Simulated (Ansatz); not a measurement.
Zr (hcp (Mg type), space group No. 194) under volume change, PBE (plane waves, PAW; program Ansatz), shape and atoms relaxed at each volume.

| V (Å³/atom) | E − E(relaxed) (meV/atom) | P (GPa) |
|---|---|---|
| 21.285 | 62.9 | 10.17 |
| 21.987 | 26.8 | 6.37 |
| 22.689 | 6.4 | 2.99 |
| 23.390 | 0.0 | 0.00 |
| 24.092 | 5.9 | -2.63 |
| 24.794 | 22.5 | -4.94 |
| 25.496 | 48.7 | -6.97 |

Question: What does a third-order Birch–Murnaghan fit give for V₀, B₀ and B′?

Answer: V₀ = 23.39 Å³/atom, B₀ = 93.1 GPa, B′ = 3.2.

Space group P6_3/mmc (hcp (Mg type)). The cell was relaxed with PBE under the symmetry of its start. The run is not spin-polarised.

Potentials: the earlier of the program's two PAW sets.
